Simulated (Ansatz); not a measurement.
ZrN:
```yaml
crystal:
  lattice:
    - [0.00000, 2.27607, 2.27607]
    - [2.27607, 0.00000, 2.27607]
    - [2.27607, 2.27607, 0.00000]
  atoms:
    - { symbol: N, position: [0.00000, 0.00000, 0.00000] }
    - { symbol: Zr, position: [0.50000, 0.50000, 0.50000] }
```

Relaxed with PBEsol. Special points in fractions of this cell's reciprocal vectors: Γ (0.000, 0.000, 0.000); X (0.500, 0.000, 0.500); U (0.625, 0.250, 0.625); K (0.375, 0.375, 0.750); L (0.500, 0.500, 0.500); W (0.500, 0.250, 0.750).

### Question
List the band energies nearest the Fermi level at these points for PBEsol with spin–orbit coupling (plane waves, PAW; program Ansatz).

### Answer
In eV from the Fermi level; about four levels below and three above (degenerate sets whole), none deeper than 8.9 eV; points with the same levels are listed once.

| k | below | above |
|---|---|---|
| Γ | -0.39 -0.39 -0.39 -0.39 -0.32 -0.32 | 1.69 1.69 1.69 1.69 |
| X | -3.14 -3.14 -3.03 -3.03 | 3.55 3.55 4.73 4.73 |
| U | -4.43 -4.43 -0.67 -0.67 | 3.58 3.58 3.88 3.88 |
| L | -5.74 -5.74 -5.73 -5.73 | 3.18 3.18 3.25 3.25 |
| W | -4.79 -4.79 -4.62 -4.62 | 1.09 1.09 1.13 1.13 |

Space group Fm-3m (rock salt). The cell was relaxed with PBEsol under the symmetry of its start. No spin polarisation was allowed. With an odd number of electrons in the cell and no spin polarisation, the count alone makes it a metal.

Potentials: the later of the program's two PAW sets.
